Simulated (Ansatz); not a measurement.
Input and command of a plane-wave DFT calculation in Ansatz:

```yaml
crystal:
  lattice:
    - [7.6671877233, 0.0, 0.0]
    - [0.0, 7.6671877233, 0.0]
    - [0.0, 0.0, 28.3961005398]
  atoms:
    - { symbol: Si, position: [0.406511102, 0.25, 0.3346938425] }
    - { symbol: Si, position: [0.406511102, 0.75, 0.3346938425] }
    - { symbol: Si, position: [0.093488898, 0.25, 0.3346938425] }
    - { symbol: Si, position: [0.093488898, 0.75, 0.3346938425] }
    - { symbol: Si, position: [0.5, 0.5, 0.3824250479] }
    - { symbol: Si, position: [0.5, 0.0, 0.3824250479] }
    - { symbol: Si, position: [0.0, 0.5, 0.3824250479] }
    - { symbol: Si, position: [0.0, 0.0, 0.3824250479] }
    - { symbol: Si, position: [0.7497588106, 0.5, 0.4262185861] }
    - { symbol: Si, position: [0.7497588106, 0.0, 0.4262185861] }
    - { symbol: Si, position: [0.2506686074, 0.5, 0.4336872547] }
    - { symbol: Si, position: [0.2506686074, 0.0, 0.4336872547] }
    - { symbol: Si, position: [0.7587638807, 0.75, 0.4726383182] }
    - { symbol: Si, position: [0.7587638807, 0.25, 0.4726383182] }
    - { symbol: Si, position: [0.247264962, 0.75, 0.4825597038] }
    - { symbol: Si, position: [0.247264962, 0.25, 0.4825597038] }
    - { symbol: Si, position: [-0.0123580439, 0.75, 0.5273182657] }
    - { symbol: Si, position: [-0.0123580439, 0.25, 0.5273182657] }
    - { symbol: Si, position: [0.512298754, 0.75, 0.5253220827] }
    - { symbol: Si, position: [0.512298754, 0.25, 0.5253220827] }
    - { symbol: Si, position: [0.936998234, 0.0, 0.5743960279] }
    - { symbol: Si, position: [0.936998234, 0.5, 0.5743960279] }
    - { symbol: Si, position: [0.648288518, 0.0, 0.5532080447] }
    - { symbol: Si, position: [0.648288518, 0.5, 0.5532080447] }
    - { symbol: F, position: [0.4849549707, 0.25, 0.281876076] }
    - { symbol: F, position: [0.4849549707, 0.75, 0.281876076] }
    - { symbol: F, position: [0.0155424772, 0.25, 0.2818206393] }
    - { symbol: F, position: [0.0155424772, 0.75, 0.2818206393] }
    - { symbol: F, position: [1.0341502386, 0.13401519, 0.722134623] }
    - { symbol: C, position: [0.9302988681, 0.0010227949, 0.7050653779] }
    - { symbol: F, position: [0.9898057101, -0.1568759711, 0.722134623] }
    - { symbol: F, position: [0.936998234, 0.0, 0.6564495478] }
    - { symbol: H, position: [0.7937381194, 0.0218379862, 0.7166937351] }
basis:
  ecutwfc: 420
kpoints:
  mp_grid: { grid: [2, 2, 1] }
hamiltonian:
  xc: pbe
  dispersion: d3bj
scf:
  occupations: { method: gaussian, width: 0.05 }
output:
  forces: true
  eigenvalues: true
  write_density: true
  write_potential: true
  elf: true
  volumetric_format: npy
relax:
  adjacent_minimum: "off"
  f_tol: 0.04
  max_steps: 100
  constraints: [{ sites: [0, 1, 2, 3, 4, 5, 6, 7] }]
efield:
  axis: 3
  dipole_correction: true
  ramp_width: 0.04
```

```bash
ansatz run input.yaml --threads 4 --pin off --max-ram 10240MiB --backend cpu --events-out ev --progress --plain --runs-dir out
```

Processor: AMD EPYC 9R14 (Zen 4), 4 threads, on a host shared with other jobs.

Q: Estimate time, memory and problem size.

A: About 7 min on 4 threads of AMD EPYC 9R14 (Zen 4) (shared host), peak memory 4.1 GiB. It solves 108 bands at 4 k points (the mesh reduced by the symmetry that the task leaves, which can be less than the crystal's) with about 32611 plane waves, in 298 SCF iterations over 46 ionic steps.
